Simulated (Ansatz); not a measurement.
# Relaxation of Mg

These are results of DFT r2SCAN, scalar-relativistic, plane waves, PAW in Ansatz 0.2.0, not measurements. (500 eV cutoff, 16×16×6 k-mesh, Gaussian smearing of 0.10 eV, no spin polarisation)

What was changed in Sr: Sr → Mg on all its sites, cell and atoms relaxed.

Input:

```yaml
crystal:
  lattice:
    - [2.7448515316, -1.5866440442, -0.0067879292]
    - [2.7448515316, 1.5866440442, -0.0067879292]
    - [-1.8706667937, 0.0, 7.7998059273]
  atoms:
    - { symbol: Mg, position: [0.0, 0.0, 0.5] }
    - { symbol: Mg, position: [0.2226150634, 0.2226150634, 0.1658771767] }
    - { symbol: Mg, position: [0.7773849366, 0.7773849366, 0.8341228233] }
basis:
  ecutwfc: 500
kpoints:
  mp_grid: { grid: [16, 16, 6] }
hamiltonian:
  xc: r2scan
scf:
  occupations: { method: gaussian, width: 0.1 }
output:
  forces: true
  stress: true
  eigenvalues: true
relax:
  adjacent_minimum: "off"
  f_tol: 0.01
  max_steps: 60
  cell: { stress_tol: 0.1 }
```

F is the free energy. Steps run on the plane waves of an earlier cell, but the last one, and at times one on the way, on a freshly chosen basis, so a repeated geometry can differ a little in energy.

Steps:

| step | F − F(1) (eV) | largest force component (eV/Å) | V (Å³/atom) | P (GPa) |
| --- | --- | --- | --- | --- |
| 1 | 0.0000 | 0.007 | 22.633 | 0.00 |
| 2 | -0.0006 | 0.001 | 22.634 | 0.00 |
| 3 | -0.0005 | 0.042 | 22.624 | 0.02 |
| 4 | -0.0009 | 0.000 | 22.638 | -0.01 |
| 5 | -0.0009 | 0.000 | 22.638 | -0.01 |

Relaxed structure:

```yaml
crystal:
  lattice:
    - [2.75467, -1.59179, 0.00001]
    - [2.75467, 1.59179, 0.00001]
    - [-1.85819, 0.00000, 7.74418]
  atoms:
    - { symbol: Mg, position: [0.00000, 0.00000, 0.50000] }
    - { symbol: Mg, position: [0.22234, 0.22234, 0.16609] }
    - { symbol: Mg, position: [0.77766, 0.77766, 0.83391] }
```

Symmetry: C2/m, No. 12, monoclinic system. Conventional cell: a = 5.509 Å, b = 3.184 Å, c = 7.964 Å, α = 90.00°, β = 103.49°, γ = 90.00°. Around Mg (site symmetry 2/m) lie 12 Mg at 3.17 to 3.18 Å. Around Mg (site symmetry m) lie 12 Mg at 3.16 to 3.18 Å.

The run converged. The run took roughly 100 core-seconds.